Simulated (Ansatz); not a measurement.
Values for one crystal, relaxed and computed with DFT-r²SCAN+D4 in the program Ansatz with PAW potentials; other levels are named.

```yaml
volume_per_atom: 23.23 Å³
band_gap: 2.01 eV (direct)
Pressure derivative B′: 8.8
hole_effective_mass: 0.17, 1.6, 2.2 mₑ (principal values)
electron_effective_mass: 0.15, 0.18, 0.19 mₑ (principal values)
valence_band_maximum: at Γ
Bulk modulus (Birch–Murnaghan fit): 23.7 GPa
```

### Question
Which compound is it?
A. BAs, Pnma (B on 4c, As on 4c)
B. ZnSe, Pnma (Zn on 4c, Se on 4c)
C. PbS, Pnma (Pb on 4c, S on 4c)
D. BeS, Pnma (Be on 4c, S on 4c)

### Answer
B, ZnSe, Pnma (Zn on 4c, Se on 4c)

The start of the workflow was typed in or built on a structure type; neither database checked (COD, Materials Project) lists it. It is not the phase usual at ambient conditions (space group No. 216). The r²SCAN+D4 relaxation kept the symmetry of its start; its stability against distortions is not shown here. Scalar-relativistic: spin–orbit coupling is off unless named, which matters more the heavier the elements.

Potentials: the earlier of the program's two PAW sets.
